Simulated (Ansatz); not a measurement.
A distorted cell of Ti (hcp, Mg type):

```
Ti
1.0
    5.87183     0.00000     0.00000
   -1.46796     2.54258     0.00000
    2.93591     0.00000     4.63642
Ti
4
Cartesian
  5.87183   1.69505   3.47731
  2.93591   1.69505   3.47731
  1.51462   0.76670   1.15910
  4.35721   0.92835   1.15910
```

The numbers are results of r2SCAN (plane waves to 500 eV, PAW, scalar-relativistic; Ansatz, an electronic-structure program), not measurements. k mesh 18×18×18 (Γ-centred), Fermi-Dirac smearing 0.05 eV. Stress and pressure are positive under compression. With partly filled bands, energies and forces of such displacements shift with the k mesh and the smearing. Ti is run without spin polarisation. Ti was relaxed with its symmetry unable to fall.

What forces act on the atoms (eV/Å, Cartesian)?


```
atom      Fx      Fy     Fz
----  ------  ------  -----
Ti1    0.002   0.001  0.000
Ti2    0.002   0.001  0.000
Ti3   -0.295   0.507  0.000
Ti4    0.291  -0.509  0.000
```

(A displaced cell: forces are minus the slopes of the energy, force constants its curvatures, and phonons follow from these.)
